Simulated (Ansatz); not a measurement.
## Relaxing Al3GaN4

Computed with Ansatz, DFT r2SCAN, scalar-relativistic, plane waves, PAW. Run with 500 eV cutoff, 6×8×4 k-mesh, Gaussian smearing of 0.02 eV, no spin polarisation.

What was changed: strain along c alone, the other axes held, atoms relaxed: +3.0 %.

Command:

```bash
ansatz run input.yaml --threads 2 --pin off --max-ram 5120MiB --backend cpu --events-out ev --progress --plain --runs-dir out
```

Input:

```yaml
crystal:
  lattice:
    - [5.0380822535, 0.0, -9.00999e-05]
    - [0.0, 3.124948827, 0.0]
    - [-0.0033220332, 0.0, 5.5727048106]
  atoms:
    - { symbol: Al, position: [0.5007425164, 0.5, 0.1668756316] }
    - { symbol: Al, position: [0.0012142963, 0.5, 0.8352085755] }
    - { symbol: Al, position: [0.0015485602, 0.0, 0.3320598032] }
    - { symbol: Ga, position: [0.5003053976, 0.0, 0.665730969] }
    - { symbol: "N", position: [0.1102473589, 0.0, 0.6649939414] }
    - { symbol: "N", position: [0.121982507, 0.5, 0.1658437471] }
    - { symbol: "N", position: [0.6247310493, 0.5, 0.8420455009] }
    - { symbol: "N", position: [0.6228273143, 0.0, 0.3272428312] }
basis:
  ecutwfc: 500
kpoints:
  mp_grid: { grid: [6, 8, 4] }
hamiltonian:
  xc: r2scan
scf:
  occupations: { method: gaussian, width: 0.02 }
output:
  forces: true
  stress: true
  eigenvalues: true
  write_density: true
  write_potential: true
  elf: true
  volumetric_format: npy
relax:
  adjacent_minimum: "off"
  f_tol: 0.008
  max_steps: 40
```

F is the free energy.

Steps:

```tsv
step	F − F(1) (eV)	largest force component (eV/Å)
1	0.0000	0.127
2	-0.0013	0.079
3	-0.0025	0.012
4	-0.0025	0.009
5	-0.0025	0.001
```

Relaxed structure:

```xyz
8
Lattice="5.0381 0.0000 -0.0001 0.0000 3.1249 0.0000 -0.0033 0.0000 5.5727" Properties=species:S:1:pos:R:3 pbc="T T T"
Al    2.5246    1.5625    0.9281
Al    0.0058    1.5625    4.6556
Al    0.0091    0.0000    1.8524
Ga    2.5221    0.0000    3.7077
N     0.5512    0.0000    3.6993
N     0.6109    1.5625    0.9179
N     3.1416    1.5625    4.6993
N     3.1340    0.0000    1.8304
```

It takes space group Pm (No. 6, monoclinic). The conventional cell has a = 5.038 Å, b = 3.125 Å, c = 5.573 Å, α = 90.00°, β = 90.04°, γ = 90.00°. Al (site symmetry m) is surrounded by 4 N at 1.90 to 1.91 Å. Al (site symmetry m) is surrounded by 4 N at 1.90 to 1.93 Å. Al (site symmetry m) has 4 N at 1.91 to 1.92 Å as nearest neighbours. Ga (site symmetry m) has 4 N at 1.95 to 1.97 Å as nearest neighbours. N (site symmetry m) is surrounded by 3 Al at 1.91 to 1.92 Å and 1 Ga at 1.97 Å. Around N (site symmetry m) lie 4 Al at 1.91 to 1.93 Å. N (site symmetry m) has 2 Al at 1.90 to 1.91 Å and 2 Ga at 1.95 Å as nearest neighbours. N (site symmetry m) has 3 Al at 1.90 to 1.91 Å and 1 Ga at 1.97 Å as nearest neighbours.

The run converged. Time: 47 s on 2 threads of Intel(R) Xeon(R) 6975P-C (Granite Rapids) (shared host), peak memory 0.7 GiB.